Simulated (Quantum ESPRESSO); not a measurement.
Ta3ScMo3Hf, input and log of a self-consistent run

Computed values, not a measurement. The program is pw.x of Quantum ESPRESSO 7.5 (plane-wave density functional theory). The cell is made up: eight metal atoms on a face-centred cubic lattice, with elements, volume, strain and displacements drawn at random and not relaxed, so it may be unstable or far from any real phase. PseudoDojo standard norm-conserving files set the functional (PBE unless stated); there is no spin polarisation or spin-orbit coupling, the Fermi-Dirac width of 0.25 eV means electrons at about 2900 K, and the masses in the input are unused placeholders. Heavy elements are run without spin-orbit coupling, which real alloys of them have. A spin test at this wide smearing found no moment, but such smearing suppresses magnetism that the real alloy may have.

Input:

```
&control calculation='scf', pseudo_dir='./dojo.nc.sr.pbe.v0_5.standard.upf', outdir='./o', disk_io='minimal', tprnfor=.true., tstress=.true. /
&system ibrav=0, nat=8, ntyp=4, nbnd=70, ecutwfc=84.00895049, nosym=.true., tot_charge=0,
 occupations='smearing', smearing='fd', degauss=0.0183746611
/
&electrons conv_thr=1.470e-08, electron_maxstep=70, mixing_beta=0.5 /
ATOMIC_SPECIES
Hf 1.0 Hf.upf
Mo 1.0 Mo.upf
Sc 1.0 Sc.upf
Ta 1.0 Ta.upf
CELL_PARAMETERS angstrom
-4.193 0.0227 -0.0217
0.0444 -4.1849 4.1925
-0.0231 6.3385 2.1573
ATOMIC_POSITIONS angstrom
Ta -0.0235 0.0892 -0.0447
Sc -0.115 2.1331 2.0973
Mo 0.0432 -2.0593 2.0671
Mo -0.0123 0.0662 4.2689
Ta -2.151 4.2879 2.0887
Hf -2.0611 -0.1088 2.1179
Mo -2.1176 2.2266 4.2796
Ta -2.1523 -2.0529 4.2784
K_POINTS automatic
6 5 4 1 1 1
```

The log is shortened where brackets say so; the opening notice, blank lines, dates and the lines on written files are dropped, and the path of the files is cut. It prints rydbergs, bohrs and kilobars, and counts compression as positive stress. Its total energy is the free energy E - TS of the whole cell.

```
     Program PWSCF v.7.5
     Parallel version (MPI & OpenMP), running on       4 processor cores
     Number of MPI processes:                 4
     Threads/MPI process:                     1
     [start-up lines left out]
     bravais-lattice index     =            0
     lattice parameter (alat)  =       7.9238  a.u.
     unit-cell volume          =    1007.3363 (a.u.)^3
     number of atoms/cell      =            8
     number of atomic types    =            4
     number of electrons       =       104.00
     number of Kohn-Sham states=           70
     kinetic-energy cutoff     =      84.0090  Ry
     charge density cutoff     =     336.0358  Ry
     scf convergence threshold =      1.5E-08
     mixing beta               =       0.5000
     number of iterations used =            8  plain     mixing
     Exchange-correlation= PBE
                           (   1   4   3   4   0   0   0)
     [axes and pseudopotential details left out]
   Cartesian axes
     site n.     atom                  positions (alat units)
         1        Ta     tau(   1) = (  -0.0056044   0.0212730  -0.0106603  )
         2        Sc     tau(   2) = (  -0.0274259   0.5087146   0.5001768  )
         3        Mo     tau(   3) = (   0.0103026  -0.4911143   0.4929745  )
         4        Mo     tau(   4) = (  -0.0029334   0.0157878   1.0180730  )
         5        Ta     tau(   5) = (  -0.5129835   1.0226043   0.4981258  )
         6        Hf     tau(   6) = (  -0.4915436  -0.0259473   0.5050896  )
         7        Mo     tau(   7) = (  -0.5050180   0.5310130   1.0206248  )
         8        Ta     tau(   8) = (  -0.5132935  -0.4895880   1.0203387  )
     number of k points=    60  Fermi-Dirac smearing, width (Ry)=  0.0184
                       cart. coord. in units 2pi/alat
        k(    1) = (  -0.0838490   0.0358607   0.1366984), wk =   0.0333333
        k(    2) = (  -0.0838184   0.1593057   0.2599193), wk =   0.0333333
     [further k points left out]
     Dense  grid:   104779 G-vectors     FFT dimensions: (  48,  72,  75)
     Estimated max dynamical RAM per process >     405.97 MB
     Estimated total dynamical RAM >       1.51 GB
     Initial potential from superposition of free atoms
     starting charge     103.9885, renormalised to     104.0000
     Starting wfcs are   80 randomized atomic wfcs
     total cpu time spent up to now is        9.3 secs
     per-process dynamical memory:   327.2 Mb
     Self-consistent Calculation
     iteration #  1     ecut=    84.01 Ry     beta= 0.50
     Davidson diagonalization with overlap
     ethr =  1.00E-02,  avg # of iterations =  2.9
     total cpu time spent up to now is       30.3 secs
     total energy              =   -1020.46820668 Ry
     estimated scf accuracy    <       2.38117699 Ry
     iteration #  2     ecut=    84.01 Ry     beta= 0.50
     Davidson diagonalization with overlap
     ethr =  2.29E-03,  avg # of iterations =  5.5
     total cpu time spent up to now is       58.0 secs
     total energy              =   -1019.34214128 Ry
     estimated scf accuracy    <      30.22057182 Ry
     iteration #  3     ecut=    84.01 Ry     beta= 0.50
     Davidson diagonalization with overlap
     ethr =  2.29E-03,  avg # of iterations =  2.5
     total cpu time spent up to now is       79.5 secs
     total energy              =   -1021.70407392 Ry
     estimated scf accuracy    <       0.45324967 Ry
     iteration #  4     ecut=    84.01 Ry     beta= 0.50
     Davidson diagonalization with overlap
     ethr =  4.36E-04,  avg # of iterations =  5.8
     total cpu time spent up to now is      104.2 secs
     total energy              =   -1021.74778513 Ry
     estimated scf accuracy    <       0.13065000 Ry
     iteration #  5     ecut=    84.01 Ry     beta= 0.50
     Davidson diagonalization with overlap
     ethr =  1.26E-04,  avg # of iterations =  4.5
     total cpu time spent up to now is      128.1 secs
     total energy              =   -1021.74114150 Ry
     estimated scf accuracy    <       0.29564092 Ry
     [iterations 6 to 14 left out]
     iteration # 15     ecut=    84.01 Ry     beta= 0.50
     Davidson diagonalization with overlap
     ethr =  1.98E-09,  avg # of iterations =  2.8
     total cpu time spent up to now is      334.3 secs
     total energy              =   -1021.77276448 Ry
     estimated scf accuracy    <       0.00000056 Ry
     iteration # 16     ecut=    84.01 Ry     beta= 0.50
     Davidson diagonalization with overlap
     ethr =  5.41E-10,  avg # of iterations =  2.9
     total cpu time spent up to now is      354.0 secs
     total energy              =   -1021.77276454 Ry
     estimated scf accuracy    <       0.00000031 Ry
     iteration # 17     ecut=    84.01 Ry     beta= 0.50
     Davidson diagonalization with overlap
     ethr =  3.03E-10,  avg # of iterations =  1.7
     total cpu time spent up to now is      372.0 secs
     total energy              =   -1021.77276457 Ry
     estimated scf accuracy    <       0.00000004 Ry
     iteration # 18     ecut=    84.01 Ry     beta= 0.50
     Davidson diagonalization with overlap
     ethr =  3.63E-11,  avg # of iterations =  5.0
     total cpu time spent up to now is      395.1 secs
     total energy              =   -1021.77276457 Ry
     estimated scf accuracy    <       0.00000005 Ry
     iteration # 19     ecut=    84.01 Ry     beta= 0.50
     Davidson diagonalization with overlap
     ethr =  3.63E-11,  avg # of iterations =  1.9
     total cpu time spent up to now is      413.3 secs
     End of self-consistent calculation
     [lines on levels left out]
!    total energy              =   -1021.77276457 Ry
     estimated scf accuracy    <          4.0E-09 Ry
     smearing contrib. (-TS)   =      -0.16421174 Ry
     internal energy E=F+TS    =   -1021.60855284 Ry
     The total energy is F=E-TS. E is the sum of the following terms:
     one-electron contribution =    -188.21673897 Ry
     hartree contribution      =     141.37935475 Ry
     xc contribution           =    -195.19058803 Ry
     ewald contribution        =    -779.58058058 Ry
     convergence has been achieved in  19 iterations
     Forces acting on atoms (cartesian axes, Ry/au):
     atom    1 type  4   force =    -0.00148317   -0.02234049   -0.02645617
     atom    2 type  3   force =     0.02235397    0.00311434    0.04349691
     atom    3 type  2   force =    -0.01003205   -0.01263444   -0.00496557
     atom    4 type  2   force =     0.00070056   -0.00475490    0.00850101
     atom    5 type  4   force =    -0.00043069   -0.00507072   -0.01216029
     atom    6 type  1   force =    -0.01847885    0.02430495    0.02389381
     atom    7 type  2   force =    -0.00418091    0.01679192   -0.00607626
     atom    8 type  4   force =     0.01155115    0.00058933   -0.02623345
     Total force =     0.082572     Total SCF correction =     0.000172
     Computing stress (Cartesian axis) and pressure
          total   stress  (Ry/bohr**3)                   (kbar)     P=       -6.78
  -0.00007417   0.00005273  -0.00002624          -10.91        7.76       -3.86
   0.00005273  -0.00002500   0.00006905            7.76       -3.68       10.16
  -0.00002624   0.00006905  -0.00003900           -3.86       10.16       -5.74
     init_run     :      8.81s CPU      9.12s WALL (       1 calls)
     electrons    :    395.85s CPU    404.05s WALL (       1 calls)
     forces       :      3.40s CPU      3.42s WALL (       1 calls)
     stress       :     12.03s CPU     12.26s WALL (       1 calls)
     [timing details left out]
     PWSCF        :   7m 0.22s CPU   7m 9.08s WALL
     JOB DONE.
```

In other units: free energy -13901.927 eV for the cell, pressure -0.68 GPa, largest force component 1.118 eV/Å in size. The run took 431 s of wall time with four MPI processes on a shared machine (Intel Xeon, 2023 or later, virtual cores), so the time is rough. A rerun of this cell at a higher cutoff and on a denser mesh moved values by no more than 0.005 eV in energy, 0.03 GPa in stress and 0.004 eV/Å in force, and a second program with other atomic files agreed on that cell to 2 % rms in force and 0.5 GPa in pressure.